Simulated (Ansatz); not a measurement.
A geometry of Si2W away from equilibrium: step 2 of the relaxation of a relaxed Si2W cell displaced along its unstable phonon at q = (0, 0, ½) of its primitive reciprocal cell (82i cm⁻¹), largest move 0.15 Å. Level of theory: r2SCAN (plane waves to 500 eV, PAW, scalar-relativistic; Ansatz, a first-principles code). Γ-centred k-mesh 9×9×7 on the run's cell (coarser than for final values), Fermi–Dirac smearing 0.05 eV. The plane waves were selected for a different cell earlier on the path.

```
CELL_PARAMETERS angstrom
      4.22561     0.00000     0.00000
     -2.11280     3.83046     0.00000
      0.00000     0.00000     5.15201
ATOMIC_POSITIONS crystal
  W  0.96485 0.92970 0.00000
  W  0.03515 0.07030 0.50000
  Si 0.33657 0.67314 0.25046
  Si 0.33657 0.67314 0.74954
  Si 0.66343 0.32686 0.24954
  Si 0.66343 0.32686 0.75046
```

Give the Cartesian forces on all atoms (eV/Å).


```
atom    Fx     Fy     Fz
----  ----  -----  -----
W1    0.00  -1.76   0.00
W2    0.00   1.76   0.00
Si3   0.00   0.28   0.27
Si4   0.00   0.28  -0.27
Si5   0.00  -0.28  -0.27
Si6   0.00  -0.28   0.27
```

The path ends in Cmcm (No. 63). No spin polarisation in the result.

The run could not lose the symmetry of its start: the end is stationary, and may be a saddle point rather than a minimum.

The end of the path is a generated cell of Si2W: the first start was made by placing the elements on the sites of a structure type, and the end was not matched to a known phase here, so it may be hypothetical. Known forms of Si2W include space group No. 139.
